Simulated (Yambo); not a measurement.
Absorption of Rb$_{2}$RhAgF$_{6}$ (space group Fm-3m, No. 225) with and without the electron-hole interaction (Yambo, LDA bands; 4×4×4 mesh, 23 valence and 6 conduction bands, static screening with 112 bands and a 3 Ry block, scissor 2.41 eV, Tamm-Dancoff; field along x).

| E (eV) | Im ε, BSE | Im ε, independent quasiparticles |
|---|---|---|
| 0.10 | 0.02 | 0.01 |
| 0.20 | 0.02 | 0.01 |
| 0.30 | 0.02 | 0.01 |
| 0.40 | 0.02 | 0.02 |
| 0.50 | 0.02 | 0.02 |
| 0.60 | 0.03 | 0.02 |
| 0.70 | 0.03 | 0.02 |
| 0.80 | 0.03 | 0.02 |
| 0.90 | 0.03 | 0.02 |
| 1.00 | 0.03 | 0.02 |
| 1.10 | 0.03 | 0.02 |
| 1.20 | 0.04 | 0.02 |
| 1.30 | 0.04 | 0.02 |
| 1.40 | 0.04 | 0.02 |
| 1.50 | 0.04 | 0.02 |
| 1.60 | 0.05 | 0.03 |
| 1.70 | 0.05 | 0.03 |
| 1.80 | 0.05 | 0.03 |
| 1.90 | 0.06 | 0.03 |
| 2.00 | 0.06 | 0.03 |
| 2.10 | 0.07 | 0.03 |
| 2.20 | 0.08 | 0.04 |
| 2.30 | 0.08 | 0.04 |
| 2.40 | 0.09 | 0.04 |
| 2.50 | 0.10 | 0.04 |
| 2.60 | 0.11 | 0.05 |
| 2.70 | 0.13 | 0.05 |
| 2.80 | 0.15 | 0.05 |
| 2.90 | 0.18 | 0.06 |
| 3.00 | 0.21 | 0.06 |
| 3.10 | 0.27 | 0.07 |
| 3.20 | 0.34 | 0.08 |
| 3.30 | 0.39 | 0.09 |
| 3.40 | 0.45 | 0.10 |
| 3.50 | 0.56 | 0.11 |
| 3.60 | 0.75 | 0.13 |
| 3.70 | 1.06 | 0.15 |
| 3.80 | 1.55 | 0.19 |
| 3.90 | 2.48 | 0.21 |
| 4.00 | 4.47 | 0.23 |
| 4.10 | 8.27 | 0.28 |
| 4.20 | 9.86 | 0.34 |
| 4.30 | 6.18 | 0.42 |
| 4.40 | 3.59 | 0.54 |
| 4.50 | 2.52 | 0.72 |
| 4.60 | 1.84 | 1.02 |
| 4.70 | 1.29 | 1.61 |
| 4.80 | 0.98 | 2.80 |
| 4.90 | 0.86 | 4.33 |
| 5.00 | 0.84 | 5.33 |
| 5.10 | 0.75 | 6.24 |
| 5.20 | 0.66 | 4.99 |
| 5.30 | 0.56 | 3.11 |
| 5.40 | 0.48 | 2.45 |
| 5.50 | 0.47 | 2.68 |
| 5.60 | 0.44 | 3.03 |
| 5.70 | 0.41 | 3.03 |
| 5.80 | 0.44 | 2.14 |
| 5.90 | 0.57 | 1.27 |
| 6.00 | 0.80 | 0.83 |
| 6.10 | 0.89 | 0.60 |
| 6.20 | 0.76 | 0.48 |
| 6.30 | 0.68 | 0.42 |
| 6.40 | 0.66 | 0.40 |
| 6.50 | 0.66 | 0.45 |
| 6.60 | 0.68 | 0.52 |
| 6.70 | 0.78 | 0.51 |
| 6.80 | 0.88 | 0.52 |
| 6.90 | 1.04 | 0.48 |
| 7.00 | 1.28 | 0.48 |

The scissor comes from a G0W0 run whose convergence isn't established. Broadening 0.15 eV. The band window holds all transitions up to 9.0 eV. Fine structure above the onset can come from the mesh.

Spin-orbit splittings are left out.

Geometry of the Materials Project entry, not relaxed at this level; primitive cell a = b = c = 6.254 Å, α = β = γ = 60.00°.

The structure is a Materials Project entry; no match was found in the copy of COD used, and its stability was not checked.
